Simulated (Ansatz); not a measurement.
Re:
```xyz
4
Lattice="2.7511 0.0000 0.0000 -1.3756 2.3826 0.0000 0.0000 0.0000 8.8749" Properties=species:S:1:pos:R:3 pbc="T T T"
Re     0.0000     0.0000     0.0000
Re     0.0000     0.0000     4.4374
Re     0.0000     1.5884     2.2187
Re     1.3756     0.7942     6.6562
```

Relaxed with plane-wave PAW PBEsol (Ansatz code). Indices refer to the conventional cell of P6_3/mmc, a = b = 2.7511 Å, c = 8.8749 Å, α = β = 90.00°, γ = 120.00°.

Question: Simulate the powder diffraction pattern (Co Kα, λ = 1.79026 Å; lines above 1 %) up to 2θ = 90°.

Answer: Simulated powder pattern, Co Kα, λ = 1.79026 Å (kinematic, ideal powder, no thermal factors, no anomalous dispersion; the 30 strongest lines at most, above 1 %, up to 2θ = 90°):

```json
[
 {"2θ (°)": "44.14", "d (Å)": "2.383", "I/Imax (%)": "8.0", "hkl": "(1 0 -1 0)"},
 {"2θ (°)": "45.79", "d (Å)": "2.301", "I/Imax (%)": "44", "hkl": "(1 0 -1 1)"},
 {"2θ (°)": "47.59", "d (Å)": "2.219", "I/Imax (%)": "35", "hkl": "(0004)"},
 {"2θ (°)": "50.48", "d (Å)": "2.099", "I/Imax (%)": "100", "hkl": "(1 0 -1 2)"},
 {"2θ (°)": "57.68", "d (Å)": "1.856", "I/Imax (%)": "23", "hkl": "(1 0 -1 3)"},
 {"2θ (°)": "66.91", "d (Å)": "1.624", "I/Imax (%)": "5.0", "hkl": "(1 0 -1 4)"},
 {"2θ (°)": "77.93", "d (Å)": "1.423", "I/Imax (%)": "10", "hkl": "(1 0 -1 5)"},
 {"2θ (°)": "81.19", "d (Å)": "1.376", "I/Imax (%)": "25", "hkl": "(1 1 -2 0)"}
]
```

The workflow started from a Materials Project entry (that database holds measured and hypothetical structures alike). Its sites differ from those of the usual phase in this space group: another stacking or structure type. The PBEsol relaxation kept the symmetry of its start; its stability against distortions is not shown here. The run is not spin-polarised. Axis ratios of metals converge slowly with the k-mesh, so a and c are less sure than the volume. Scalar-relativistic: spin–orbit coupling is off unless named, which matters more the heavier the elements.

Potentials: the later of the program's two PAW sets.
